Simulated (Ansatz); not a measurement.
Cu Kα1 powder pattern (kinematic, no thermal factors).
2θ (°) (relative intensity): 14.48 (3), 25.22 (87), 25.30 (18), 29.20 (6), 29.27 (2), 36.02 (100), 39.01 (4), 44.43 (19), 51.77 (23), 51.82 (34), 51.94 (8), 58.48 (11), 58.59 (17), 60.70 (1), 70.56 (9), 70.70 (9), 76.29 (21), 76.40 (14), 81.83 (3), 87.35 (8), 87.61 (8)

The pattern is computed from a structure relaxed with DFT PBE, scalar-relativistic, plane waves, PAW in Ansatz 0.2.0. No spin polarisation. Its elements are S, Sn, Te.

Task: Give the structure.

Result: Sn₂TeS₃.
Space group P6/mmm (No. 191). a = 7.057 Å, b = 7.057 Å, c = 3.518 Å, α = 90.00°, β = 90.00°, γ = 120.00°
```
atom  site  symmetry       x       y       z
  Sn    2c      -6m2  0.6667  0.3333  0.0000
  Te    1a     6/mmm  0.0000  0.0000  0.0000
   S    3g       mmm  0.5000  0.0000  0.5000
```

A pattern alone doesn't exclude other cells with like lines; this is the one computed.

Another cell of Sn2TeS3 relaxed alike, in P-3m1, lies 172 meV/atom lower, so this cell isn't the stable form at this level.

The structure comes from a generated guess; another structure or a mixture of phases may lie lower.
